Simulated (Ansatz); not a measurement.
All numbers below come from Ansatz, DFT PBE, scalar-relativistic, plane waves, PAW. Settings of the last relaxation (10-atom cell): 420 eV, 12×12×12 k points, Gaussian smearing of 0.02 eV, no spin polarisation.

Formation energies are uncorrected and count from the elements' standard states at the same level.

Question: Find a candidate trigonal semiconductor that holds Ga and 2 more elements, with a gap near 1.7 eV, a formation energy near −0.43 eV/atom and a density near 6.01 g/cm³, in a cell of 10 atoms. Its symmetry should be R-3m (No. 166).

Answer: Al₂Ga₃N₅, space group R-3m (No. 166). Al is surrounded by 6 N at 2.06 Å; around Ga on a site of symmetry -3m lie 6 N at 2.12 Å; Ga on a site of symmetry 3m is surrounded by 6 N at 2.11–2.12 Å; N on a site of symmetry 3m is surrounded by 3 Al at 2.06 Å and 3 Ga at 2.12 Å; 2 more sites not described.

```cif
data_structure
_symmetry_space_group_name_H-M 'R-3m:H'
_symmetry_Int_Tables_number 166
_cell_length_a 2.9628
_cell_length_b 2.9628
_cell_length_c 36.3174
_cell_angle_alpha 90.000
_cell_angle_beta 90.000
_cell_angle_gamma 120.000
_cell_volume 276.09
loop_
_atom_site_label
_atom_site_type_symbol
_atom_site_symmetry_multiplicity
_atom_site_Wyckoff_symbol
_atom_site_fract_x
_atom_site_fract_y
_atom_site_fract_z
_atom_site_occupancy
Al1 Al 6 c 0.66667 0.33333 0.73294 1
Ga1 Ga 3 a 0.00000 0.00000 0.00000 1
Ga2 Ga 6 c 0.00000 0.00000 0.79920 1
N1 N 6 c 0.33333 0.66667 0.96537 1
N2 N 6 c 0.33333 0.66667 0.76455 1
N3 N 3 b 0.66667 0.33333 0.83333 1
```

| Property | Result |
| --- | --- |
| Volume per atom | 9.20 Å³ |
| Density | 6.01 g/cm³ |
| Formation energy | −0.435 eV/atom |
| Gap on the 12×12×12 mesh of the 10-atom cell | 1.70 eV |

The cell was found from a structure generator's guess, not taken from experiment. The answer needn't be unique; the calculation gave this one.

Kohn–Sham gaps at this level usually fall short of measured ones. A structure relaxed within its symmetry needn't be a true minimum.
